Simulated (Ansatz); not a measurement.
NbN (rock salt, space group No. 225) at seven volumes, DFT-PBE in the program Ansatz with PAW potentials, scaled uniformly. One row is withheld.

| V (Å³/atom) | P (GPa) |
|---|---|
| 9.833 | 35.61 |
| 10.157 | ? |
| 10.481 | 9.99 |
| 10.805 | -0.01 |
| 11.129 | -8.51 |
| 11.453 | -15.73 |
| 11.777 | -21.87 |

Fit the shown pressures and predict the withheld one.

P = (3/2)B₀(x^(7/2) − x^(5/2))[1 + (3/4)(B′ − 4)(x − 1)] with x = (V₀/V)^(2/3). Least squares on the six rows gives V₀ = 10.805 Å³/atom, B₀ = 307 GPa, B′ = 4.41. At V = 10.157, x = 1.0421 and P = 21.77 GPa. The run itself gave 21.75 GPa.

Space group Fm-3m (rock salt). The PBE relaxation kept the symmetry of its start. At this level the phase is dynamically unstable (imaginary phonons). No spin polarisation was allowed.

Potentials: the later of the program's two PAW sets.
